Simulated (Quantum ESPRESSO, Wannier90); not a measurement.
**ZrPbO3 (Amm2), plane waves to Wannier functions**

```
begin unit_cell_cart
ang
    4.1763600000    0.0000000000    0.0000000000
    0.0000000000    2.9806950000    3.0669850000
    0.0000000000   -2.9806950000    3.0669850000
end unit_cell_cart
begin atoms_frac
Zr   0.5000000000 -0.4931200000 -0.4931200000
Pb   0.0000000000 -0.0549800000 -0.0549800000
O    0.5000000000  0.0320300000 -0.4368500000
O    0.5000000000 -0.4368500000  0.0320300000
O    0.0000000000 -0.4400900000 -0.4400900000
end atoms_frac
```

Materials Project entry mp-20337; symmetrised, unrelaxed at this level. COD (Crystallography Open Database) has the formula in 2 space groups, this one among them (matched by group alone). Level: PBEsol, no spin polarisation, no spin-orbit coupling; pw.x of Quantum ESPRESSO at 68 Ry with PseudoDojo potentials, 8×8×8 k-points, Wannier90. Density: 8×8×8 mesh, cold smearing 0.01 Ry. Spin-orbit coupling is left out although heavy elements are present.

A tight-binding model is made by disentanglement and projection with no localisation steps (num_iter = 0), so the 18 orbitals stay atom-like: hydrogen-like Zr: d; Pb: s;p; O: p, axes along x, y, z; frozen window up to 4.11 eV relative to the valence-band maximum. It follows pw.x to 0.8 meV rms for states up to 3.6 eV relative to the valence-band maximum. Matrix elements depend on this choice of orbitals and windows.

Problem. What are the on-site energies relative to the valence-band maximum, and how fast do the hoppings decay?

Solution. 
```
atom  orbitals  energy (eV)
----  --------  -----------
Zr1        dz2         4.78
Zr1        dxz         4.09
Zr1        dyz         6.59
Zr1     dx2-y2         6.17
Zr1        dxy         4.06
Pb2          s        -4.71
Pb2         pz         4.63
Pb2         px         4.84
Pb2         py         4.22
O3          pz        -1.16
O3          px        -1.23
O3          py        -1.12
O4          pz        -1.16
O4          px        -1.23
O4          py        -1.12
O5          pz        -1.65
O5          px        -1.55
O5          py        -1.48
```

```csv
distance of the centres (Å),largest modulus (eV)
2–3,2.2
3–4,0.74
4–5,0.39
5–6,0.17
6–7,0.22
7–8,0.023
8–9,0.021
9–10,0.011
10–11,0.0042
11–12,0.0039
12–13,0.0061
```
